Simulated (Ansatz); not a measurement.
# Lu2Ag2I, a known structure type with other elements, at an estimated volume

```yaml
crystal:
  lattice:
    - [8.22448, 0.00000, 0.00000]
    - [0.00000, 8.22448, 0.00000]
    - [0.00000, 0.00000, 3.80584]
  atoms:
    - { symbol: Ag, position: [0.37170, 0.87170, 0.00000] }
    - { symbol: Ag, position: [0.12830, 0.37170, 0.00000] }
    - { symbol: Ag, position: [0.62830, 0.12830, 0.00000] }
    - { symbol: Ag, position: [0.87170, 0.62830, 0.00000] }
    - { symbol: Lu, position: [0.16840, 0.66840, 0.50000] }
    - { symbol: Lu, position: [0.33160, 0.16840, 0.50000] }
    - { symbol: Lu, position: [0.83160, 0.33160, 0.50000] }
    - { symbol: Lu, position: [0.66840, 0.83160, 0.50000] }
    - { symbol: I, position: [0.00000, 0.00000, 0.00000] }
    - { symbol: I, position: [0.50000, 0.50000, 0.00000] }
```

Single point in Ansatz 0.2.0 with PBE, no spin polarisation. Cutoff 420 eV, PAW datasets, 4×4×9 Γ-centred k mesh, fermi-dirac filling (width 0.0129 eV).

**Question.** Which element gives electrons and which takes them?

**Answer.** Bader charges in e: Lu +1.49, Ag -1.17, I -0.63. In the mean Lu gives up most and Ag takes most.

**Question.** What does the stress say?

**Answer.** The pressure is -1.0 GPa (compression positive), so with the atoms held at these fractions the cell would first shrink. The principal stresses -2.1, -0.5, -0.5 GPa differ, so its shape would change too.

**Question.** What happens at the Fermi level?

**Answer.** It is a metal, with about 5 states/eV a cell as the mean within 0.25 eV of the Fermi level, mostly Lu d (64 %).

**Question.** What is the formation energy?

**Answer.** -0.22 eV an atom against the elements' usual phases (free molecules for gases, crystals otherwise, with no correction for O₂ or N₂), so it is bound against them; other compounds may still compete. Relaxing would lower it.

**Question.** Describe some of the short contacts.

**Answer.** Ag–Ag at 2.98 Å: least valence density 0.21 e/Å³ and ELF 0.22 there. Ag–Lu at 3.04 Å: least valence density 0.19 e/Å³ and ELF 0.21 there. Ag–I at 3.23 Å: least valence density 0.16 e/Å³ and ELF 0.17 there. These are pseudo-fields; inside the PAW spheres they differ from the all-electron ones.

Origin: a known structure type with other elements, at an estimated volume, so it need not be a known compound.
